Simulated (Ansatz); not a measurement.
Relaxed-ion elastic tensor of MoS2 in space group P6_3/mmc (No. 194; Mo on 2d, S on 4f) in GPa (Voigt order), DFT-PBE+D3(BJ) in the program Ansatz with PAW potentials; density 5.12 g/cm³, 17.31 Å³ per atom.

```
 231  55.0  10.5   0.0   0.0   0.0
55.0   231  10.5   0.0   0.0   0.0
10.5  10.5  62.5   0.0   0.0   0.0
 0.0   0.0   0.0  20.7   0.0   0.0
 0.0   0.0   0.0   0.0  20.7   0.0
 0.0   0.0   0.0   0.0   0.0  88.0
```

Problem. Is the crystal mechanically stable?

Solution. Yes: the smallest eigenvalue of C is 20.7 GPa.

Problem. Work out the Voigt, Reuss and Hill averages.

Solution. K_V = 75.2, K_R = 47.9, K_H = 61.5; G_V = 55.7, G_R = 34.5, G_H = 45.1 GPa.

Problem. Give Young's modulus, Poisson's ratio, Pugh's ratio and the universal anisotropy index.

Solution. E = 9KG/(3K + G) = 109 GPa; ν = 0.21; K/G = 1.36 (brittle by the Pugh limit of 1.75); A_U = 5G_V/G_R + K_V/K_R − 6 = 3.66.

Problem. Estimate the sound speeds and the Debye temperature.

Solution. v_l = √((K + 4G/3)/ρ) = 4880 m/s, v_t = √(G/ρ) = 2970 m/s, mean 3280 m/s; Θ = (h/k)(3n/4πV)^(1/3) v_m = 377 K.

Problem. Solve the Christoffel equation for the three sound speeds along x, y, z.

Solution. Eigenvalues of C_ijkl n_j n_l equal ρv². In km/s, slowest first: x 2.01, 4.15, 6.72; y 2.01, 4.15, 6.72; z 2.01, 2.01, 3.50.

Problem. How much does each axis shrink under pressure?

Solution. Linear compressibilities β_i = Σ_j S_ij (j = 1 to 3): x 2.9, y 2.9, z 15 per TPa.

The cell was relaxed with PBE+D3(BJ) under the symmetry of its start; phonons on a q-mesh show no instability. No spin polarisation was allowed.

Potentials: the later of the program's two PAW sets.
